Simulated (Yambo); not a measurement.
## How GW settings move the gap: CdClOH monolayer

G0W0@PBEsol for a free-standing CdClOH monolayer (symmetry P3m1, slab cell 16.5 Å high) in Yambo. Reference settings: 6×6×1 Γ-centred k mesh, bands 9 to 200 and a 6 Ry block in the screening, 200 bands in G with the Bruneval-Gonze terminator, plasmon pole fitted at 27.2 eV, slab-truncated Coulomb interaction, stochastic integration of W near q = 0. The PBEsol gap Γ → Γ on this mesh is 2.45 eV; G0W0 gaps are taken between the same points.

```
change from the reference       G0W0 gap Γ → Γ (eV)  shift of the valence edge (eV)
------------------------------  -------------------  ------------------------------
reference settings                             5.19                           -1.65
132 bands in W, 132 bands in G                 5.26                           -1.59
3 Ry block                                     5.09                           -1.56
132 bands in G, no terminator                  5.00                           -1.25
```

The reference isn't shown to be the converged limit.

Spin-orbit coupling is included.

Geometry relaxed with PBEsol; primitive cell a = b = 3.6460 Å, c = 16.5000 Å, α = β = 90.00°, γ = 120.00°.

This is a model layer cut from the bulk structure; whether it is stable on its own was not checked.

A shift is the quasiparticle energy of the state minus its PBEsol energy.
